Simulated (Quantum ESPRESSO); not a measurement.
```xyz
4
Lattice="2.6505 0.0000 0.0000 -1.3253 2.2954 0.0000 0.0000 0.0000 4.3037" Properties=species:S:1:pos:R:3 pbc="T T T"
Be     0.0000     1.5303     4.3031
Be     1.3253     0.7651     2.1512
O      0.0000     1.5303     1.6252
O      1.3253     0.7651     3.7771
```

The PBEsol cell relaxed from Materials Project entry mp-2542 was given an isotropic strain of -1.5 % on all lattice vectors, and the atoms were relaxed again.

What does norm-conserving PBEsol (Quantum ESPRESSO, 88 Ry, without SOC) give for the electronic structure near the Fermi level?

The PBEsol gap is direct, 8.08 eV at Γ.
